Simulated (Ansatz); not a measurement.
## Fields on a plane of Re (hcp, Mg type)

```xyz
2
Lattice="2.7751 0.0000 0.0000 -1.3876 2.4033 0.0000 0.0000 0.0000 4.4830" Properties=species:S:1:pos:R:3 pbc="T T T"
Re     0.0000     1.6022     3.3622
Re     1.3876     0.8011     1.1207
```

The slice is a (-1 1 0 2) plane (indices of the conventional cell) through the point (0.667, 0.333, 0.250) (fractional), spanned by u = [110] and v = [1 -1 1] in vectors of this cell: u (2.78 Å) and v (6.57 Å, at 90° to u). It covers one period; positions are fractions (u, v).

Atoms on it: Re at (0.00, 0.00). Other atoms lie within 1 Å of the plane.

These are PBE (plane waves to 420 eV, PAW, scalar-relativistic; Ansatz, a quantum-chemistry and plane-wave program) values and carry that method's errors. k mesh 19×19×11. Inside the PAW spheres the values are not all-electron values, and peaks at nuclei hang on which shells count as valence. Re is run without spin polarisation. Re was relaxed with its symmetry unable to fall. Spin-orbit coupling is left out, though Re is heavy.

```
|xxxx@@##....--....##@@xx|
|xx@@%%==  ..--..  ==%%@@|
|##**--    ..--..    --**|
|::..      ..::..      ..|
|::......................|
|------::::..  ..::::----|
|....::::..........::::..|
|..      ..::::::..      |
|++==::  ..::--::..  ::==|
|%%%%++..  ::--::  ..++%%|
|@@@@##::  ::--::  ::##@@|
|@@@@##::  ::--::  ::##@@|
|%%%%++..  ::--::  ..++%%|
|++==::  ..::::::..  ::==|
|........::::::::::......|
|....::----::::::----::..|
|::::----::......::----::|
|::::::..............::::|
|........................|
|........................|
|......::::......::::....|
|....::------::------::..|
|    ..--==========--..  |
|....  ..--======--..  ..|
|##**==....--==--....==**|
|xx@@%%==  ..--..  ==%%@@|
|xxxx@@##....--....##@@xx|
|xxxxxx%%::..--..::%%xxxx|
```
Scale: ten equal steps from 0.21 (start of ' ') to 0.74 (end of '@'), in the order ' .:-=+*#%@'. Values: electron localisation function (ELF). The map has 12 points along u (two characters each, u = 0 at the left) and 28 along v (v = 0 in the bottom row). Points within 0.5 Å of a nucleus are blanked (x), as the pseudised field means little there.

```
|999999664422112244669999|
|999977553311111133557799|
|776655331111001111335566|
|443322111100000011112233|
|222211110000000000111122|
|111111000000000000001111|
|222211110000000000111122|
|333322111100000011112233|
|665544221111111111224455|
|777766442211111122446677|
|888877442211111122447788|
|888877442211111122447788|
|777766442211111122446677|
|665544221111111111224455|
|333322221111111111222233|
|111111111111111111111111|
|111111111122222211111111|
|000000111122222211110000|
|000000112222222222110000|
|000000111122222211110000|
|000000111122222211110000|
|000000111111111111110000|
|111111111111111111111111|
|443333221111111111223333|
|776655332211111122335566|
|999977553311111133557799|
|999999664422112244669999|
|999999774422112244779999|
```
Scale: ten equal steps from -0.67 (start of '0') to 0.84 (end of '9'), in the order '0123456789'. Values: log₁₀ of the valence density in e/Å³. The map has 12 points along u (two characters each, u = 0 at the left) and 28 along v (v = 0 in the bottom row). The scale is logarithmic, as a density can span decades between atoms and voids.

* **Density on the Re–Re line (2.78 Å) at its midpoint**: 0.41 e/Å³
* **ELF at that point**: 0.39
